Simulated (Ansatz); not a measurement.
This Sn2PbS3 structure is the end of a relaxation. The cell was found from a structure generator's guess, not taken from experiment.

All numbers below come from Ansatz, DFT PBE, scalar-relativistic, plane waves, PAW. Cutoff 420 eV, Γ-centred mesh, Gaussian smearing, no spin polarisation.

```
Sn Pb S
1.0
    -2.08863    2.08863    8.86024
     2.08863   -2.08863    8.86024
     2.08863    2.08863   -8.86024
Sn Pb S
2 1 3
Direct
  0.66786 0.66786 0.00000
  0.33214 0.33214 0.00000
  0.00000 0.00000 0.00000
  0.82990 0.82990 0.00000
  0.50000 0.50000 0.00000
  0.17010 0.17010 0.00000
```

Energies over the elements count from the elements' standard structures at the same level, with no fitted energy shifts. The references include grey tin.

Question: Find its symmetry and describe it.

Answer: I4/mmm (No. 139), with Sn and Pb ordered on rock salt sites. Conventional cell: a = 4.177 Å, c = 17.720 Å. Sn has 6 S at 2.87–2.97 Å; Pb has 6 S at 2.95–3.01 Å; S on a site of symmetry 4mm is surrounded by 5 Sn at 2.87–2.95 Å and 1 Pb at 3.01 Å; S on a site of symmetry 4/mmm is surrounded by 4 Pb at 2.95 Å and 2 Sn at 2.97 Å.

Question: How far does it lie from the elements in energy?

Answer: −0.454 eV/atom. Whether it is stable depends on the other phases of the system, which aren't compared here.

Question: Is it a metal?

Answer: No, the gap on the 12×12×12 mesh is 0.16 eV.

The last run used a 12×12×12 mesh for its 6-atom cell and Gaussian smearing of 0.01 eV. Spin–orbit coupling, which can matter for Pb, is left out. Kohn–Sham gaps at this level usually fall short of measured ones. The missing spin–orbit coupling can work the other way here. The reference form of S is held partly by dispersion forces, which this level lacks. Small gaps are read on the mesh alone, and bands can cross between its points. A structure relaxed within its symmetry needn't be a true minimum.
